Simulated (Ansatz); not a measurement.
Sb:
```cif
data_Sb2
_chemical_formula_sum 'Sb2'
_space_group_name_H-M_alt 'P 1'
_space_group_IT_number 1
_cell_length_a 4.60121
_cell_length_b 4.60121
_cell_length_c 4.60121
_cell_angle_alpha 56.775
_cell_angle_beta 56.775
_cell_angle_gamma 56.775
loop_
_space_group_symop_operation_xyz
  'x, y, z'
loop_
_atom_site_label
_atom_site_type_symbol
_atom_site_fract_x
_atom_site_fract_y
_atom_site_fract_z
_atom_site_occupancy
Sb1 Sb 0.23268 0.23268 0.23268 1
Sb2 Sb 0.76732 0.76732 0.76732 1
```

Relaxed with PBE (plane waves, PAW; program Ansatz). Indices refer to the conventional cell of R-3m, a = b = 4.375 Å, c = 11.538 Å, α = β = 90.00°, γ = 120.00°.

### Question
Simulate the powder diffraction pattern (Ag Kα, λ = 0.560885 Å; lines above 1 %) up to 2θ = 30°.

### Answer
Simulated powder pattern, Ag Kα, λ = 0.560885 Å (kinematic, ideal powder, no thermal factors, no anomalous dispersion; the 30 strongest lines at most, above 1 %, up to 2θ = 30°):

```csv
2θ (°),d (Å),I/Imax (%),hkl
8.36,3.846,5.8,(0003)
8.94,3.600,1.7,(1 0 -1 1)
10.16,3.167,100,(0 1 -1 2)
14.04,2.295,38,(1 0 -1 4)
14.73,2.188,40,(1 1 -2 0)
16.36,1.971,8.1,(0 1 -1 5)
16.77,1.923,5.9,(0006)
16.96,1.901,5.6,(1 1 -2 3)
17.93,1.800,22,(2 0 -2 2)
20.40,1.583,13,(0 2 -2 4)
21.39,1.511,6.6,(1 0 -1 7)
22.08,1.464,3.4,(2 0 -2 5)
22.39,1.444,15,(1 1 -2 6)
23.28,1.390,21,(1 2 -3 2)
24.02,1.348,4.1,(0 1 -1 8)
25.26,1.283,14,(2 1 -3 4)
25.27,1.282,1.9,(0009)
25.66,1.263,7.9,(3 0 -3 0)
26.07,1.243,3.6,(0 2 -2 7)
26.65,1.217,3.8,(1 2 -3 5)
27.03,1.200,1.4,(3 0 -3 3)+(0 3 -3 3)
28.29,1.148,2.4,(2 0 -2 8)
29.38,1.106,7.0,(1 1 -2 9)
29.44,1.104,1.1,(1 0 -1 10)
29.71,1.094,4.9,(2 2 -4 0)
```

Symmetry was held in the PBE relaxation. Spin–orbit coupling is left out wherever it is not named.

Potentials: the earlier of the program's two PAW sets.
